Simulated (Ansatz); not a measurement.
Relaxed-ion elastic tensor of VO2 (rutile, P4_2/mnm) in GPa (Voigt order), plane-wave PAW PBE (Ansatz code); density 4.62 g/cm³, 9.94 Å³ per atom.

```
     1    2    3    4    5    6
-  ---  ---  ---  ---  ---  ---
1  298  204  147  0.0  0.0  0.0
2  204  298  147  0.0  0.0  0.0
3  147  147  426  0.0  0.0  0.0
4  0.0  0.0  0.0  126  0.0  0.0
5  0.0  0.0  0.0  0.0  126  0.0
6  0.0  0.0  0.0  0.0  0.0  223
```

**Question.** Is the crystal mechanically stable?

**Answer.** Yes: the smallest eigenvalue of C is 93.8 GPa.

**Question.** Work out the Voigt, Reuss and Hill averages.

**Answer.** K_V = 224, K_R = 223, K_H = 224; G_V = 130, G_R = 101, G_H = 115 GPa.

**Question.** Give Young's modulus, Poisson's ratio, Pugh's ratio and the universal anisotropy index.

**Answer.** E = 9KG/(3K + G) = 295 GPa; ν = 0.28; K/G = 1.94 (ductile by the Pugh limit of 1.75); A_U = 5G_V/G_R + K_V/K_R − 6 = 1.44.

**Question.** Estimate the sound speeds and the Debye temperature.

**Answer.** v_l = √((K + 4G/3)/ρ) = 9040 m/s, v_t = √(G/ρ) = 4990 m/s, mean 5570 m/s; Θ = (h/k)(3n/4πV)^(1/3) v_m = 771 K.

This is a known high-temperature phase of the composition, computed here at zero pressure and temperature. The cell was relaxed with PBE under the symmetry of its start; whether a distortion lowers the energy is not shown. Magnetic state: ferromagnetic, chosen from 5 collinear starts compared on coarse meshes (ties went to the first, and starts can fall back to one state), not a proven ground state. No Hubbard U is applied. As this level gives no gap, shear constants depend on the k-mesh and smearing (Fermi–Dirac, 0.1 eV here). On the denser mesh and wider smearing of the elastic run this cell carries a stress of 0.4 GPa.

Potentials: the later of the program's two PAW sets.
